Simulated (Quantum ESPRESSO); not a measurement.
MoSc4Hf2Sn, input and log of a self-consistent run

Simulated, not a measurement. The program is pw.x of Quantum ESPRESSO 7.5 (plane-wave density functional theory). The cell is made up: eight metal atoms on a face-centred cubic lattice, with elements, volume, strain and displacements drawn at random and not relaxed, so it may be unstable or far from any real phase. PseudoDojo standard norm-conserving files set the functional (PBE unless stated); there is no spin polarisation or spin-orbit coupling, the Fermi-Dirac width of 0.25 eV means electrons at about 2900 K, and the masses in the input are unused placeholders. The tin pseudopotential is less sure than most, with forces differing by about three percent from a second method on plain tin. Heavy elements are run without spin-orbit coupling, which real alloys of them have. A spin test at this wide smearing found no moment, but such smearing suppresses magnetism that the real alloy may have.

Input:

```
&control calculation='scf', pseudo_dir='./dojo.nc.sr.pbe.v0_5.standard.upf', outdir='./o', disk_io='minimal', tprnfor=.true., tstress=.true. /
&system ibrav=0, nat=8, ntyp=4, nbnd=65, ecutwfc=79.96652505, nosym=.true., tot_charge=0,
 occupations='smearing', smearing='fd', degauss=0.0183746611
/
&electrons conv_thr=1.470e-08, electron_maxstep=70, mixing_beta=0.5 /
ATOMIC_SPECIES
Hf 1.0 Hf.upf
Mo 1.0 Mo.upf
Sc 1.0 Sc.upf
Sn 1.0 Sn.upf
CELL_PARAMETERS angstrom
0.0 2.227 2.227
-4.454 2.227 -2.227
-4.454 -6.681 6.681
ATOMIC_POSITIONS angstrom
Mo -0.0465 0.0212 0.0488
Sc -4.5376 -4.5633 4.3889
Sc -4.4646 -2.2555 2.2531
Hf -4.4224 -0.0278 -0.059
Sc -2.2363 -2.1773 4.4403
Sc -2.3463 -0.0685 2.2595
Sn -2.2976 2.2071 -0.0648
Hf -6.8408 -2.273 4.3575
K_POINTS automatic
7 4 3 1 1 1
```

The log is shortened where brackets say so; the opening notice, blank lines, dates and the lines on written files are dropped, and the path of the files is cut. It prints rydbergs, bohrs and kilobars, and counts compression as positive stress. Its total energy is the free energy E - TS of the whole cell.

```
     Program PWSCF v.7.5
     Parallel version (MPI & OpenMP), running on       4 processor cores
     Number of MPI processes:                 4
     Threads/MPI process:                     1
     [start-up lines left out]
     bravais-lattice index     =            0
     lattice parameter (alat)  =       5.9516  a.u.
     unit-cell volume          =    1192.5518 (a.u.)^3
     number of atoms/cell      =            8
     number of atomic types    =            4
     number of electrons       =        96.00
     number of Kohn-Sham states=           65
     kinetic-energy cutoff     =      79.9665  Ry
     charge density cutoff     =     319.8661  Ry
     scf convergence threshold =      1.5E-08
     mixing beta               =       0.5000
     number of iterations used =            8  plain     mixing
     Exchange-correlation= PBE
                           (   1   4   3   4   0   0   0)
     [axes and pseudopotential details left out]
   Cartesian axes
     site n.     atom                  positions (alat units)
         1        Mo     tau(   1) = (  -0.0147645   0.0067313   0.0154948  )
         2        Sc     tau(   2) = (  -1.4407578  -1.4489180   1.3935433  )
         3        Sc     tau(   3) = (  -1.4175792  -0.7161560   0.7153939  )
         4        Hf     tau(   4) = (  -1.4041801  -0.0088269  -0.0187334  )
         5        Sc     tau(   5) = (  -0.7100597  -0.6913263   1.4098636  )
         6        Sc     tau(   6) = (  -0.7449864  -0.0217498   0.7174260  )
         7        Sn     tau(   7) = (  -0.7295234   0.7007882  -0.0205750  )
         8        Hf     tau(   8) = (  -2.1720593  -0.7217125   1.3835733  )
     number of k points=    42  Fermi-Dirac smearing, width (Ry)=  0.0184
                       cart. coord. in units 2pi/alat
        k(    1) = (  -0.0957540   0.0431419   0.0578733), wk =   0.0476190
        k(    2) = (   0.0220971   0.1609931  -0.0599778), wk =   0.0476190
     [further k points left out]
     Dense  grid:   115181 G-vectors     FFT dimensions: (  36,  60, 120)
     Estimated max dynamical RAM per process >     357.29 MB
     Estimated total dynamical RAM >       1.31 GB
     Initial potential from superposition of free atoms
     starting charge      95.9828, renormalised to      96.0000
     Starting wfcs are   79 randomized atomic wfcs
     total cpu time spent up to now is        5.3 secs
     per-process dynamical memory:   271.6 Mb
     Self-consistent Calculation
     iteration #  1     ecut=    79.97 Ry     beta= 0.50
     Davidson diagonalization with overlap
     ethr =  1.00E-02,  avg # of iterations =  2.8
     total cpu time spent up to now is       15.6 secs
     total energy              =    -907.29761643 Ry
     estimated scf accuracy    <       5.40586605 Ry
     iteration #  2     ecut=    79.97 Ry     beta= 0.50
     Davidson diagonalization with overlap
     ethr =  5.63E-03,  avg # of iterations =  5.5
     total cpu time spent up to now is       30.0 secs
     total energy              =    -906.61368695 Ry
     estimated scf accuracy    <     120.01024707 Ry
     iteration #  3     ecut=    79.97 Ry     beta= 0.50
     Davidson diagonalization with overlap
     ethr =  5.63E-03,  avg # of iterations =  5.6
     total cpu time spent up to now is       41.8 secs
     total energy              =    -910.77495267 Ry
     estimated scf accuracy    <      12.49251424 Ry
     iteration #  4     ecut=    79.97 Ry     beta= 0.50
     Davidson diagonalization with overlap
     ethr =  5.63E-03,  avg # of iterations =  2.3
     total cpu time spent up to now is       50.6 secs
     total energy              =    -910.88638300 Ry
     estimated scf accuracy    <       4.76009884 Ry
     iteration #  5     ecut=    79.97 Ry     beta= 0.50
     Davidson diagonalization with overlap
     ethr =  4.96E-03,  avg # of iterations =  1.9
     total cpu time spent up to now is       59.2 secs
     total energy              =    -910.84360529 Ry
     estimated scf accuracy    <       2.62358704 Ry
     [iterations 6 to 16 left out]
     iteration # 17     ecut=    79.97 Ry     beta= 0.50
     Davidson diagonalization with overlap
     ethr =  6.03E-09,  avg # of iterations =  6.8
     total cpu time spent up to now is      190.0 secs
     total energy              =    -910.99300131 Ry
     estimated scf accuracy    <       0.00000148 Ry
     iteration # 18     ecut=    79.97 Ry     beta= 0.50
     Davidson diagonalization with overlap
     ethr =  1.54E-09,  avg # of iterations =  2.1
     total cpu time spent up to now is      199.1 secs
     total energy              =    -910.99300138 Ry
     estimated scf accuracy    <       0.00000104 Ry
     iteration # 19     ecut=    79.97 Ry     beta= 0.50
     Davidson diagonalization with overlap
     ethr =  1.08E-09,  avg # of iterations =  1.2
     total cpu time spent up to now is      207.3 secs
     total energy              =    -910.99300144 Ry
     estimated scf accuracy    <       0.00000003 Ry
     iteration # 20     ecut=    79.97 Ry     beta= 0.50
     Davidson diagonalization with overlap
     ethr =  3.17E-11,  avg # of iterations =  6.7
     total cpu time spent up to now is      220.3 secs
     total energy              =    -910.99300145 Ry
     estimated scf accuracy    <       0.00000003 Ry
     iteration # 21     ecut=    79.97 Ry     beta= 0.50
     Davidson diagonalization with overlap
     ethr =  3.17E-11,  avg # of iterations =  2.0
     total cpu time spent up to now is      229.1 secs
     End of self-consistent calculation
     [lines on levels left out]
!    total energy              =    -910.99300145 Ry
     estimated scf accuracy    <          9.3E-09 Ry
     smearing contrib. (-TS)   =      -0.16302922 Ry
     internal energy E=F+TS    =    -910.82997222 Ry
     The total energy is F=E-TS. E is the sum of the following terms:
     one-electron contribution =    -269.65490593 Ry
     hartree contribution      =     169.68692112 Ry
     xc contribution           =    -186.56927165 Ry
     ewald contribution        =    -624.29271576 Ry
     convergence has been achieved in  21 iterations
     Forces acting on atoms (cartesian axes, Ry/au):
     atom    1 type  2   force =     0.00500841    0.00291989   -0.00172121
     atom    2 type  3   force =    -0.01979281   -0.00460598    0.01176865
     atom    3 type  3   force =    -0.02952295    0.00106576   -0.00274006
     atom    4 type  1   force =    -0.01109613    0.02419845   -0.01582594
     atom    5 type  3   force =     0.01252550   -0.01693379    0.00667538
     atom    6 type  3   force =     0.03985466    0.02210590   -0.02415190
     atom    7 type  4   force =     0.00430533   -0.00492925    0.00413595
     atom    8 type  1   force =    -0.00128202   -0.02382099    0.02185913
     Total force =     0.081749     Total SCF correction =     0.000286
     Computing stress (Cartesian axis) and pressure
          total   stress  (Ry/bohr**3)                   (kbar)     P=        2.12
   0.00004935  -0.00004683   0.00003059            7.26       -6.89        4.50
  -0.00004683  -0.00000478   0.00008137           -6.89       -0.70       11.97
   0.00003059   0.00008137  -0.00000141            4.50       11.97       -0.21
     init_run     :      5.07s CPU      5.25s WALL (       1 calls)
     electrons    :    222.78s CPU    223.75s WALL (       1 calls)
     forces       :      1.76s CPU      1.78s WALL (       1 calls)
     stress       :      5.86s CPU      6.01s WALL (       1 calls)
     [timing details left out]
     PWSCF        :   3m55.58s CPU   3m56.93s WALL
     JOB DONE.
```

In other units: free energy -12394.691 eV for the cell, pressure 0.21 GPa, largest force component 1.025 eV/Å in size. The run took 239 s of wall time with four MPI processes on a shared machine (Intel Xeon, 2023 or later, virtual cores), so the time is rough. A rerun of this cell at a higher cutoff and on a denser mesh moved values by no more than 0.004 eV in energy, 0.04 GPa in stress and 0.006 eV/Å in force, and a second program with other atomic files agreed on that cell to 2 % rms in force and 0.5 GPa in pressure.